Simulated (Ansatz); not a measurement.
System: AlFe (CsCl type, first atom moved by 0.06 Å along [111]), 2 atoms in the cell.

Method: HSE06, plane waves, PAW datasets (generated soft set 1) (Ansatz).

Cutoff 380 eV; exchange singularity: Wigner-Seitz; k-mesh 4×4×4 Γ-centred; Fermi–Dirac smearing of 0.1 eV; no spin polarisation.

```yaml
crystal:
  lattice:
    - [2.87000, 0.00000, 0.00000]
    - [0.00000, 2.87000, 0.00000]
    - [0.00000, 0.00000, 2.87000]
  atoms:
    - { symbol: Fe, position: [0.01207, 0.01207, 0.01207] }
    - { symbol: Al, position: [0.50000, 0.50000, 0.50000] }
```
Lattice in Å, positions in fractions of it.

Q: What pressure does the calculation give?

A: The pressure is -10.18 GPa, so at these settings the cell is stretched and would shrink.

Q: Which atom feels the largest force? Give all forces.

A: Fe1 and Al2, 0.435 eV/Å each.

```tsv
atom	Fx (eV/Å)	Fy (eV/Å)	Fz (eV/Å)
Fe1	-0.251	-0.251	-0.251
Al2	0.251	0.251	0.251
```

The stress includes the program's correction for the finite plane-wave basis.

The k-mesh is coarse, so these values belong to this mesh and can lie far from the converged ones. The cutoff lies below the one recommended for these datasets. Spin polarisation is left out, and a magnetic state may lie lower.
